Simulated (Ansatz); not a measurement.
Ga$_{2}$O$_{3}$:
```cif
data_Ga4O6
_chemical_formula_sum 'Ga4 O6'
_space_group_name_H-M_alt 'P 1'
_space_group_IT_number 1
_cell_length_a 5.32480
_cell_length_b 5.32480
_cell_length_c 5.32480
_cell_angle_alpha 55.816
_cell_angle_beta 55.816
_cell_angle_gamma 55.816
loop_
_space_group_symop_operation_xyz
  'x, y, z'
loop_
_atom_site_label
_atom_site_type_symbol
_atom_site_fract_x
_atom_site_fract_y
_atom_site_fract_z
_atom_site_occupancy
Ga1 Ga 0.85541 0.85541 0.85541 1
Ga2 Ga 0.14459 0.14459 0.14459 1
Ga3 Ga 0.64459 0.64459 0.64459 1
Ga4 Ga 0.35541 0.35541 0.35541 1
O1 O 0.75000 0.44639 0.05361 1
O2 O 0.25000 0.55361 0.94639 1
O3 O 0.05361 0.75000 0.44639 1
O4 O 0.94639 0.25000 0.55361 1
O5 O 0.44639 0.05361 0.75000 1
O6 O 0.55361 0.94639 0.25000 1
```

Relaxed with r²SCAN.

Question: Which orbitals make up the states near the band edges in the program Ansatz at the r²SCAN level (PAW)?

Answer: Top 1 eV of the valence band: O 2p 95 %. Bottom 1 eV of the conduction band: Ga 4s 50 %, O 2s 32 %, O 2p 11 %, Ga 4p 7 %. Projections are on Löwdin-orthogonalised atomic valence shells; empty p or d shells of many metals are not among them.

Question: Tabulate the density of states.

Answer: States/eV per cell of 10 atoms, in 0.25 eV bins, energy from the valence-band maximum.

```
E (eV)  total   O 2p  Ga 4s  Ga 4p
------  -----  -----  -----  -----
-7.86    0.00   0.00   0.00   0.00
-7.61    0.00   0.00   0.00   0.00
-7.36    0.00   0.00   0.00   0.00
-7.11    0.25   0.15   0.09   0.00
-6.86    0.88   0.55   0.28   0.02
-6.61    2.33   1.48   0.65   0.11
-6.36    4.63   2.97   1.18   0.26
-6.11    4.27   2.75   1.02   0.26
-5.86    4.29   2.79   0.93   0.32
-5.61    3.71   2.43   0.73   0.31
-5.36    2.26   1.47   0.43   0.17
-5.11    2.32   1.55   0.41   0.18
-4.86    2.91   2.01   0.37   0.32
-4.61    3.97   2.89   0.20   0.72
-4.36    1.88   1.39   0.08   0.34
-4.11    4.70   3.51   0.19   0.78
-3.86    6.43   4.82   0.23   1.03
-3.61    4.40   3.34   0.17   0.66
-3.36    3.96   3.06   0.13   0.57
-3.11    5.08   4.00   0.20   0.65
-2.86    4.08   3.30   0.14   0.49
-2.61    5.30   4.35   0.16   0.61
-2.36    5.76   4.83   0.13   0.61
-2.11    4.90   4.16   0.10   0.45
-1.86    4.97   4.33   0.07   0.39
-1.61    6.80   6.04   0.07   0.48
-1.36    6.75   6.07   0.07   0.41
-1.11    8.59   7.85   0.07   0.43
-0.86    7.77   7.25   0.05   0.24
-0.61   11.83  11.22   0.05   0.21
-0.36   14.00  13.47   0.03   0.11
-0.11    4.97   4.83   0.01   0.02
0.14     0.00   0.00   0.00   0.00
0.39     0.00   0.00   0.00   0.00
0.64     0.00   0.00   0.00   0.00
0.89     0.00   0.00   0.00   0.00
1.14     0.00   0.00   0.00   0.00
1.39     0.00   0.00   0.00   0.00
1.64     0.00   0.00   0.00   0.00
1.89     0.00   0.00   0.00   0.00
2.14     0.00   0.00   0.00   0.00
2.39     0.00   0.00   0.00   0.00
2.64     0.00   0.00   0.00   0.00
2.89     0.00   0.00   0.00   0.00
3.14     0.00   0.00   0.00   0.00
3.39     0.00   0.00   0.00   0.00
3.64     0.01   0.00   0.00   0.00
3.89     0.05   0.00   0.03   0.00
4.14     0.08   0.01   0.04   0.00
4.39     0.12   0.01   0.06   0.01
4.64     0.16   0.02   0.07   0.01
4.89     0.20   0.03   0.08   0.02
5.14     0.24   0.05   0.10   0.03
5.39     0.30   0.06   0.12   0.04
5.64     0.36   0.08   0.14   0.05
5.89     0.44   0.10   0.16   0.06
6.14     0.54   0.13   0.20   0.07
6.39     0.66   0.17   0.24   0.09
6.64     0.83   0.22   0.31   0.12
6.89     1.15   0.30   0.45   0.17
7.14     2.78   0.63   1.32   0.41
7.39     4.70   1.07   2.41   0.63
7.64     3.57   0.87   1.83   0.46
7.89     3.54   0.86   1.75   0.50
8.14     4.90   1.27   2.55   0.57
8.39     2.90   0.78   1.51   0.29
```

Space group R-3c (corundum). The cell was relaxed with r²SCAN under the symmetry of its start; of distortions, only those at the zone centre were tested. Scalar-relativistic: spin–orbit coupling is off unless named, which matters more the heavier the elements.

Potentials: the earlier of the program's two PAW sets.
